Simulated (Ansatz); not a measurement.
**Trial structures of Ta4N: starts and ends**

Level of theory: DFT PBE, scalar-relativistic, plane waves, PAW (Ansatz). Settings: cutoff 420 eV, Γ-centred meshes spaced at most about 0.3 Å⁻¹, and about 0.25 Å⁻¹ or finer for metals (2π included), Gaussian smearing. No spin polarisation in the final relaxations.

Each guess was relaxed in cell and atoms at zero pressure, within the symmetry of its start. Temperature and zero-point effects are left out. Coordination counts Ta atoms around N (those within 1.25 times the shortest such distance or 1.15 times the sum of covalent radii; a plus sign parts nearer from farther groups).

| guess | made from | start group | V start (Å³/atom) | end group | V end (Å³/atom) | coordination at the end | gap on mesh (eV) | E over the lowest end (meV/atom) |
| --- | --- | --- | --- | --- | --- | --- | --- | --- |
| 1 | Mn4N type | Pm-3m | 15.8 | Pm-3m | 15.8 | N 6 | 0 | 0 |
| 2 | random cell | P6/mmm | 17.8 | P6/mmm | 18.6 | N 2+6 | 0 | 1215 |
| 3 | SnI4 type | P-43m | 19.0 | ? | ? | ? | ? | ? |
| 4 | CrGa4 type | Im-3m | 15.8 | Im-3m | 16.6 | N 8 | 0 | 1002 |

Guess 3 as it starts:

```
Ta N
1.0
     4.56104    0.00000    0.00000
     0.00000    4.56104    0.00000
     0.00000    0.00000    4.56104
Ta N
4 1
Direct
  0.24378 0.75622 0.75622
  0.75622 0.24378 0.75622
  0.75622 0.75622 0.24378
  0.24378 0.24378 0.24378
  0.00000 0.00000 0.00000
```

Task: Fill in the missing row: what does this guess relax into, and where does it rank?

Result: It ends in space group P-43m (No. 215), with a = 4.402 Å, 17.1 Å³/atom and no gap. It lies 0.31 eV/atom over the lowest end, above guess 1 and below guess 4. Counting Ta atoms around N, this end has N 4 and the lowest (guess 1) has N 6.

```xyz
5
Lattice="4.4021 0.0000 0.0000 0.0000 4.4021 0.0000 0.0000 0.0000 4.4021" Properties=species:S:1:pos:R:3 pbc="T T T"
Ta    1.1366    3.2656    3.2656
Ta    3.2656    1.1366    3.2656
Ta    3.2656    3.2656    1.1366
Ta    1.1366    1.1366    1.1366
N     0.0000    0.0000    0.0000
```

Energies over the elements count from the elements' standard structures at the same level (N₂ as a molecule), with no fitted energy shifts.

Task: Is the lowest end bound against the elements?

Result: Yes: its formation energy is −0.43 eV/atom. It lies below the elements, which doesn't yet make it stable against other compounds or structures.

Spin–orbit coupling, which can matter for Ta, is left out. A magnetic state wasn't ruled out in cells without spin, among them P6/mmm. Cells relaxed within their symmetry can be saddle points. A lower structure may well exist outside this small set. Some types were kept out of the candidates beforehand, so the set may lack a known form.
